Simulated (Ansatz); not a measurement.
Starting cell, MgO (rock salt):

```
CELL_PARAMETERS angstrom
      0.00000     2.10219     2.10219
      2.10219     0.00000     2.10219
      2.10219     2.10219     0.00000
ATOMIC_POSITIONS crystal
  O  0.00000 0.00000 0.00000
  Mg 0.50000 0.50000 0.50000
```

Scan: atom 1 (O, nearest neighbour Mg at 2.102 Å; its periodic images, 3.0 Å or more away, move with it) is displaced along Cartesian [110], direction (0.707, 0.707, 0.000) in Cartesian axes, by s. The other atoms stay.

Method: r2SCAN (plane waves to 500 eV, PAW, scalar-relativistic; Ansatz, an electronic-structure program). k mesh 11×11×11 (Γ-centred), Fermi-Dirac smearing 0.05 eV. The energy includes the smearing's −TS. Stress and pressure are positive under compression. MgO was relaxed with its symmetry unable to fall. The zero of ΔE is the undisplaced structure.

```tsv
s (Å)	P (GPa)	ΔE (eV/cell)
-0.420	17.6	0.554
-0.336	11.2	0.343
-0.252	?	0.187
-0.168	?	0.081
-0.084	0.7	0.020
0.000	0.0	0.000
0.084	0.7	0.020
0.168	?	0.081
0.252	?	0.187
0.336	11.2	0.343
0.420	17.6	0.554
```

Q: What belongs in the gaps?

A: 
- -0.252, P (GPa): 6.3
- -0.168, P (GPa): 2.8
- 0.168, P (GPa): 2.8
- 0.252, P (GPa): 6.3

(A displaced cell: forces are minus the slopes of the energy, force constants its curvatures, and phonons follow from these.)
